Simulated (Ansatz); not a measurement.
An elastic tensor (GPa, Voigt order, standard axes) from DFT-PBEsol in the program Ansatz with PAW potentials:

```
 677  99.6   237   0.0   0.0   0.0
99.6   677   237   0.0   0.0   0.0
 237   237   563   0.0   0.0   0.0
 0.0   0.0   0.0   243   0.0   0.0
 0.0   0.0   0.0   0.0   243   0.0
 0.0   0.0   0.0   0.0   0.0   102
```

Q: Which compound is it?
(A) TiAl, L1₀ or tetragonal B2
(B) MoIr, L1₀ or tetragonal B2
(C) Be12Mo, I4/mmm (Mo on 2a, Be on 8f, Be on 8i, Be on 8j)
(D) CuAu, L1₀ or tetragonal B2

A: B, MoIr, L1₀ or tetragonal B2

Space group P4/mmm (L1₀ or tetragonal B2). The start of the workflow was typed in or built on a structure type; neither database checked (COD, Materials Project) lists it. COD files the formula under space group No. 51. Whether it is the stable phase at ambient conditions was not checked. The cell was relaxed with PBEsol under the symmetry of its start; its stability against distortions is not shown here. No spin polarisation was allowed. As this level gives no gap, shear constants depend on the k-mesh and smearing (Fermi–Dirac, 0.1 eV here). Scalar-relativistic: spin–orbit coupling is off unless named, which matters more the heavier the elements.

Potentials: the earlier of the program's two PAW sets. The files were generated under PBE; for other functionals the program regenerates the frozen cores, and for LDA and PBEsol the local potential too.
